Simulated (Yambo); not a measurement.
Yambo run on BaTiO$_{3}$ (cubic perovskite, space group Pm-3m, No. 221). The wavefunctions are PBEsol (pw.x of Quantum ESPRESSO, ONCV potentials, with spin-orbit coupling) ones on a 4×4×4 mesh (40 occupied bands); a = b = c = 4.0077 Å, α = β = γ = 90.00°.

Yambo input:

```
rim_cut
HF_and_locXC
RandQpts= 1000000
RandGvec= 1 Ry
EXXRLvcs= 84 Ry
VXCRLvcs= 336 Ry
% QPkrange
 1 | 1 | 38 | 42 |
 3 | 3 | 40 | 41 |
 6 | 6 | 40 | 41 |
 10 | 10 | 40 | 41 |
%
```

k points by index: 1 = Γ, 3 = X, 6 = M, 10 = R.

The o-*.hf file then holds:

```
#    K-point    Band    Eo [eV]    Ehf [eV]    Vxc [eV]    Vnlxc [eV]
#
    1    38    -0.072795    -4.834083    -19.95350    -24.71479
    1    39    -0.072795    -4.834084    -19.95350    -24.71479
    1    40    -0.072795    -4.834086    -19.95350    -24.71479
    1    41    1.759457    9.023521    -18.71243    -11.44836
    1    42    1.759457    9.023520    -18.71243    -11.44836
    3    40    -0.678548    -5.640721    -19.69225    -24.65443
    3    41    1.903530    9.402371    -19.15961    -11.66077
    6    40    -0.056456    -5.170198    -19.58148    -24.69522
    6    41    3.541368    11.43137    -21.23868    -13.34867
    10    40    0.000000    -5.091655    -19.70110    -24.79275
    10    41    4.214671    12.72632    -21.68375    -13.17210
```
Exchange alone, without screening.

Geometry of the Materials Project entry, not relaxed at this level.

This is not the ordinary phase of the substance.
